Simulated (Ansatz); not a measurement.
Ga2BiAs in space group R3m (No. 160; Ga on 3a, Ga on 3a, Bi on 3a, As on 3a) at seven volumes, the program Ansatz at the PBEsol level (PAW), shape and atoms relaxed at each. One row is withheld.

| V (Å³/atom) | P (GPa) |
|---|---|
| 24.621 | 5.99 |
| 25.433 | 3.65 |
| 26.244 | 1.67 |
| 27.056 | 0.00 |
| 27.868 | -1.41 |
| 28.679 | -2.60 |
| 29.491 | ? |

Task: Fit the shown pressures and predict the withheld one.

Result: P = (3/2)B₀(x^(7/2) − x^(5/2))[1 + (3/4)(B′ − 4)(x − 1)] with x = (V₀/V)^(2/3). Least squares on the six rows gives V₀ = 27.057 Å³/atom, B₀ = 51.1 GPa, B′ = 4.61. At V = 29.491, x = 0.9442 and P = -3.61 GPa. The run itself gave -3.60 GPa.

The first step of the workflow began from a Materials Project structure, measured or hypothetical; the Crystallography Open Database copy checked does not list it. Its standing as an ambient phase is unchecked. The PBEsol relaxation kept the symmetry of its start; of distortions, only those at the zone centre were tested. Scalar-relativistic: spin–orbit coupling is off unless named, which matters more the heavier the elements.

Potentials: the later of the program's two PAW sets.
